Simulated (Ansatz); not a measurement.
CaB6 in Ansatz, settings compared

Run with:

```bash
ansatz run input.yaml --threads 1 --pin off --max-ram 2560MiB --backend cpu --events-out ev --progress --plain --runs-dir out
```

input.yaml:

```yaml
crystal:
  lattice:
    - [4.120784, 0.0, 0.0]
    - [0.0, 4.120784, 0.0]
    - [0.0, 0.0, 4.120784]
  atoms:
    - { symbol: Ca, position: [0.5, 0.5, 0.5] }
    - { symbol: B, position: [0.0, 0.0, 0.293] }
    - { symbol: B, position: [0.0, 0.0, 0.707] }
    - { symbol: B, position: [0.293, 0.0, 0.0] }
    - { symbol: B, position: [0.707, 0.0, 0.0] }
    - { symbol: B, position: [0.0, 0.293, 0.0] }
    - { symbol: B, position: [0.0, 0.707, 0.0] }
  symmetry: { tolerance: 0.0003 }
kpoints:
  mp_grid: { grid: [5, 5, 5], shift: [0, 0, 0] }
magnetization:
  spin_polarized: false
scf:
  occupations: { method: fermi_dirac }
hamiltonian:
  pseudopotentials: { kind: paw }
  xc: r2scan
basis:
  ecutwfc: 500
output:
  forces: true
  stress: true
  eigenvalues: true
```

Origin of the cell: a database entry, scaled a little.

The smearing width isn't typed, so it takes its default of 0.1 eV.

Output of this run (shortened):

```
SCF iter   1: F=—  HF=-2764.120514 eV  Δρ=5.36e-3  dr2=1.19e-2  dr2_τ=9.81e-1
SCF iter   2: F=—  HF=-2764.230098 eV  Δρ=3.82e-3  dr2=6.45e-3  dr2_τ=1.00e-4  defer=15
SCF iter   3: F=—  HF=-2764.229968 eV  Δρ=6.99e-4  dr2=2.35e-4  dr2_τ=1.09e-4  defer=5
SCF iter   4: F=—  HF=-2764.230041 eV  Δρ=1.53e-4  dr2=1.22e-5  dr2_τ=1.06e-6  defer=5
SCF iter   5: F=—  HF=-2764.230048 eV  Δρ=3.12e-5  dr2=5.66e-7  dr2_τ=3.85e-8  defer=5
SCF iter   6: F=-2764.230049 eV  HF=-2764.230049 eV  Δρ=3.44e-6  dr2=1.00e-8  dr2_τ=3.38e-10
SCF 1 converged in 6 iterations: F = -2764.230049 eV  dr2 = 1.00e-8
SCF converged after 6 iterations
Free energy (F): -2764.230049 eV
Harris-Foulkes:  -2764.230049 eV  (|F-HF|=4.66e-9)
Internal energy: -2764.224088 eV  (E = F + TS)
E sigma→0 (E₀):  -2764.227068 eV
Entropy (-TS):   -0.005961 eV (-0.852 meV/atom)
Fermi energy:    8.573716 eV
--- Per-component energies (eV) ---
  E_band       = -105.273303
  E_kinetic    = 581.556276
  E_local      = -864.457242  (includes V_loc(G=0)·N_el)
  E_nonlocal   = 130.554208
  E_hartree    = 274.191758
  E_xc         = -328.907126
  E_vxc        = -446.927470  (∫ρ·V_xc dr)
  E_paw        = -1344.459401  (= ΣΔE_a)
  E_vpaw       = -78.233416  (= ΣTr[D̂ρ^β])
  E_aug_tail   = -0.000014  (compensation charges beyond the density's cutoff)
  E_vtau       = 23.849851  (kinetic-family band-sum trace: ∫τ·v_τ [+ j·A + Jᵃ·Aᵃ] dr)
  E_ewald      = -1212.371230
  E_core_change = -0.331318  (= ΣΔE_core)
  E_smearing   = -0.005961  (= −TS)
  Σ components = -2764.230049   (vs F -2764.230049, Δ=0.00e0)
--- Forces (eV/Å), atoms counted from 1 ---
  atom   1  Ca     0.000000    -0.000000     0.000000
  atom   2  B     -0.000000    -0.000000     1.456330
  atom   3  B      0.000000    -0.000000    -1.456330
  atom   4  B      1.456330    -0.000000     0.000000
  atom   5  B     -1.456330     0.000000     0.000000
  atom   6  B      0.000000     1.456330     0.000000
  atom   7  B     -0.000000    -1.456330     0.000000
  max |Σ_I F_I| component: 8.88e-16 eV/Å
--- Stress (GPa, compression-positive) ---
        3.830108       0.000000       0.000000
        0.000000       3.830108       0.000000
        0.000000       0.000000       3.830108
  P = ⅓ Tr σ = 3.8301 GPa (38.301 kbar)
```

The same input was run again with these changes:

1. `scf.n_extra_bands` default → 1; `basis.ecutwfc` 500 → "58.8 Ry"
2. `scf.eigensolver.kind` default → davidson; `scf.lower_state_search` default → standard
3. `scf.initial_density.chi_scale` default → 0.0
4. `kpoints.mp_grid.shift` [0, 0, 0] → [0.5, 0.5, 0.5]; `crystal.symmetry` { tolerance: 0.0003 } → { detect: false }

```
 run        end  SCF iterations  P (GPa)  max force component (eV/Å)  moment (μB)  ΔE(σ→0) (meV/atom)
base  converged               6     3.83                       1.456            –                   0
   1  converged               6     3.82                       1.456            –               -0.61
   2  converged               6     3.83                       1.456            –                0.00
   3  converged               8     3.83                       1.456            –                0.00
   4  converged               6     3.80                       1.485            –               -2.79
```

Energies are compared only where functional, datasets, charge and starting cell are the same.

The base run ran for 3.4 s on 1 thread of Intel(R) Xeon(R) Platinum 8375C CPU @ 2.90GHz (Ice Lake) (shared host), peak memory 0.47 GiB, from the program's own first density.
